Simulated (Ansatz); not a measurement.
This cell of TiB2 (AlB2 type, space group P6/mmm) is off equilibrium:

```
CELL_PARAMETERS angstrom
      3.02469     0.00000     0.00000
     -1.51235     2.61946     0.00000
      0.00000     0.00000     3.22263
ATOMIC_POSITIONS crystal
  Ti 0.26181 0.19166 0.00000
  B  0.33333 0.66667 0.50000
  B  0.66667 0.33333 0.50000
```

All values below come from r2SCAN (plane waves to 500 eV, PAW, scalar-relativistic; Ansatz, an electronic-structure program). k mesh 14×14×12 (Γ-centred), Fermi-Dirac smearing 0.05 eV. The energy includes the smearing's −TS. Compression counts positive. With partly filled bands, energies and forces of such displacements shift with the k mesh and the smearing. TiB2 is run without spin polarisation. TiB2 was relaxed with its symmetry unable to fall.

Question: What forces act on the atoms (eV/Å, Cartesian)?

Answer: 
```json
[
 {"atom": "Ti1", "Fx": "-4.727", "Fy": "-5.465", "Fz": "0.000"},
 {"atom": "B2", "Fx": "0.697", "Fy": "3.103", "Fz": "0.000"},
 {"atom": "B3", "Fx": "4.030", "Fy": "2.363", "Fz": "0.000"}
]
```

Question: Give the stress tensor in GPa and the pressure.

Answer: 
```
   18.2     10.8      0.0
   10.8     20.8      0.0
    0.0      0.0     80.7
```
The pressure, a third of the trace, is 39.9 GPa.

Question: In it atom 1 sits (0.502, 0.502, 0.000) Å away from its relaxed site. What is its energy relative to the relaxed cell?

Answer: 3131 meV/cell.

(For displaced atoms, the force is minus the slope of the energy, and its curvature is a force constant, which sets phonon frequencies.)
